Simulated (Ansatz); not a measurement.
Relaxed SiC (zinc blende):

```
SiC
1.0
    0.00000     4.35634     4.35634
    2.17817     0.00000     2.17817
    2.17817     2.17817     0.00000
C Si
2 2
Cartesian
  3.26725   3.26725   3.26725
  3.26725   5.44542   5.44542
  0.00000   0.00000   0.00000
  2.17817   4.35634   2.17817
```

A phonon eigenvector at L = (0.5, 0.0, 0.0) is frozen into this cell: atom i moves by Q times the vector below, so Q is the largest atomic displacement, in Å. The cell is held. It is one choice among 2 degenerate patterns. (q is in reciprocal vectors of the primitive cell; the cell shown is doubled to hold the pattern.)

```tsv
atom	x	y	z
C1	-0.285	0.520	-0.805
C2	0.285	-0.520	0.805
Si3	-0.108	0.196	-0.304
Si4	0.108	-0.196	0.304
```

Level of theory: r2SCAN (plane waves to 500 eV, PAW, scalar-relativistic; Ansatz, an electronic-structure program). k mesh 13×13×13 (Γ-centred), Fermi-Dirac smearing 0.05 eV. SiC was relaxed with its symmetry unable to fall. 

| Q (Å) | −dE/dQ from forces (eV/Å) |
|---|---|
| -0.180 | 13.354 |
| -0.150 | 10.918 |
| -0.120 | 8.601 |
| -0.090 | 6.375 |
| -0.060 | 4.215 |
| -0.030 | 2.097 |
| 0.000 | 0.000 |
| 0.030 | -2.097 |
| 0.060 | -4.215 |
| 0.090 | -6.375 |
| 0.120 | -8.601 |
| 0.150 | -10.918 |
| 0.180 | -13.354 |

What harmonic wavenumber does the curvature at Q = 0 give?

770 cm⁻¹. E″ = 69.78 eV/Å², M = Σ mᵢ|uᵢ|² = 32.0 u, ν̃ = 521.5·√(|E″|/M).

(A displaced cell: forces are minus the slopes of the energy, force constants its curvatures, and phonons follow from these.)
